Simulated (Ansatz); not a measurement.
Data sheet: C (DFT)

C:
```
CELL_PARAMETERS angstrom
      4.43556     0.00000     0.00000
     -2.21778     3.84131     0.00000
      0.00000     0.00000     2.51946
ATOMIC_POSITIONS crystal
  C  0.44797 0.89595 0.25000
  C  0.10405 0.55203 0.25000
  C  0.44797 0.55203 0.25000
  C  0.55203 0.10405 0.75000
  C  0.89595 0.44797 0.75000
  C  0.55203 0.44797 0.75000
```

Space group P6_3/mmc (No. 194); conventional cell a = b = 4.436 Å, c = 2.519 Å, α = β = 90.00°, γ = 120.00°.

Method: DFT-PBEsol in the program Ansatz with PAW potentials. Geometry: relaxed at this level of theory. Other levels are named where they apply.

**Cell and energy**

| Property | Value |
|---|---|
| Volume per atom | 7.15 Å³ |
| Density | 2.79 g/cm³ |

**Electronic structure**

| Quantity | Value |
|---|---|
| Band gap | 2.24 eV (direct) |
| Valence-band maximum | at Γ |
| Conduction-band minimum | at Γ |
| Electron effective mass | 0.14, 0.14, 1.2 mₑ (principal values) |
| Hole effective mass, band 1 of 2 at the edge | 0.51 along x, 0.90 along z (mₑ) |
| Hole effective mass, band 2 of 2 at the edge | 0.12 along x, 0.90 along z (mₑ) |
| HSE06 gap on the PBEsol cell | 3.28 eV |

**Mechanics**

| Property | Value |
|---|---|
| Bulk modulus (Birch–Murnaghan fit) | 326 GPa |
| Pressure derivative B′ | 3.6 |
| Elastic constants (relaxed ions, GPa) | C11 = 590, C12 = 209, C13 = 94.9, C33 = 1050, C44 = 363 |
| Mechanical stability | stable (all eigenvalues of C positive) |
| Hill bulk and shear moduli | 331 and 288 GPa |
| Young's modulus | 670 GPa |
| Poisson's ratio | 0.16 |
| Debye temperature from the elastic constants | 1730 K |

**Dielectric response**

| Item | Result |
|---|---|
| Electronic dielectric constant ε∞ (DFPT) | 6.08 (xx = yy), 4.56 (zz) |

**Phonons**

| Property | Result |
|---|---|
| Highest zone-centre frequency | 1455 cm^-1 |
| Zone-centre stability | no imaginary mode at Γ |
| Dynamical stability on the path | stable (no imaginary branch) |
| Zero-point energy | 172.5 meV/atom |
| Vibrational entropy at 300 K | 3.6 J/(K·mol of atoms) |

The start of the workflow was typed in or built on a structure type. Its sites differ from those of the usual phase in this space group: another stacking or structure type. The cell was relaxed with PBEsol under the symmetry of its start.

Potentials: the earlier of the program's two PAW sets. The files were generated under PBE; for other functionals the program regenerates the frozen cores, and for LDA and PBEsol the local potential too.
